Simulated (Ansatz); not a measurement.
A geometry of Te$_{2}$Mo away from equilibrium: step 2 of the relaxation of a relaxed Te2Mo cell stretched uniformly to 130 % of its volume. These are r2SCAN (plane waves to 500 eV, PAW, scalar-relativistic; Ansatz, an electronic-structure program) values and carry that method's errors. Γ-centred k-mesh 7×7×2 on the run's cell (coarser than for final values), Fermi–Dirac smearing 0.05 eV. The plane waves were selected for a different cell earlier on the path.

```
CELL_PARAMETERS angstrom
      3.72758     0.00000     0.00000
     -1.86379     3.22818     0.00000
      0.00000     0.00000    15.42131
ATOMIC_POSITIONS crystal
  Mo 0.33333 0.66667 0.75000
  Mo 0.66667 0.33333 0.25000
  Te 0.33333 0.66667 0.14070
  Te 0.66667 0.33333 0.64070
  Te 0.66667 0.33333 0.85930
  Te 0.33333 0.66667 0.35930
```

Task: What forces act on the atoms (eV/Å)?

Result: 
```
atom    Fx    Fy     Fz
----  ----  ----  -----
Mo1   0.00  0.00   0.00
Mo2   0.00  0.00   0.00
Te3   0.00  0.00  -0.77
Te4   0.00  0.00  -0.77
Te5   0.00  0.00   0.77
Te6   0.00  0.00   0.77
```

The path ends in P6₃/mmc (No. 194) (AFLOW prototype AB2_hP6_194_c_f (C7, as in MoS2)). No spin polarisation in the result. No dispersion correction is included, so spacings between layers, chains or molecules are soft and tend to come out too large.

The run could not lose the symmetry of its start.

Without dispersion the volume is uncertain too.
